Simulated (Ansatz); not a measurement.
Relaxed-ion elastic tensor of ScAl$_{3}$ (Cu3Au type, Pm-3m) in GPa (Voigt order), r²SCAN (plane waves, PAW; program Ansatz); density 3.07 g/cm³, 17.05 Å³ per atom.

```tsv
	1	2	3	4	5	6
1	198	42.3	42.3	0.0	0.0	0.0
2	42.3	198	42.3	0.0	0.0	0.0
3	42.3	42.3	198	0.0	0.0	0.0
4	0.0	0.0	0.0	81.6	0.0	0.0
5	0.0	0.0	0.0	0.0	81.6	0.0
6	0.0	0.0	0.0	0.0	0.0	81.6
```

Problem. Is the crystal mechanically stable?

Solution. Yes: the smallest eigenvalue of C is 81.6 GPa.

Problem. Work out the Voigt, Reuss and Hill averages.

Solution. K_V = 94.1, K_R = 94.1, K_H = 94.1; G_V = 80.1, G_R = 80.0, G_H = 80.0 GPa.

Problem. Give Young's modulus, Poisson's ratio, Pugh's ratio and the universal anisotropy index.

Solution. E = 9KG/(3K + G) = 187 GPa; ν = 0.17; K/G = 1.18 (brittle by the Pugh limit of 1.75); A_U = 5G_V/G_R + K_V/K_R − 6 = 0.00.

Problem. Estimate the sound speeds and the Debye temperature.

Solution. v_l = √((K + 4G/3)/ρ) = 8090 m/s, v_t = √(G/ρ) = 5110 m/s, mean 5620 m/s; Θ = (h/k)(3n/4πV)^(1/3) v_m = 650 K.

Problem. Give the Zener ratio and Young's modulus along [100], [110] and [111].

Solution. A = 2C44/(C11 − C12) = 1.05; 1/E = S11 − 2(S11 − S12 − S44/2)Γ with Γ = 0, 1/4, 1/3 gives 183, 188, 190 GPa.

The r²SCAN relaxation kept the symmetry of its start; of distortions, only those at the zone centre were tested. No spin polarisation was allowed. As this level gives no gap, shear constants depend on the k-mesh and smearing (Fermi–Dirac, 0.1 eV here).

Potentials: the later of the program's two PAW sets.
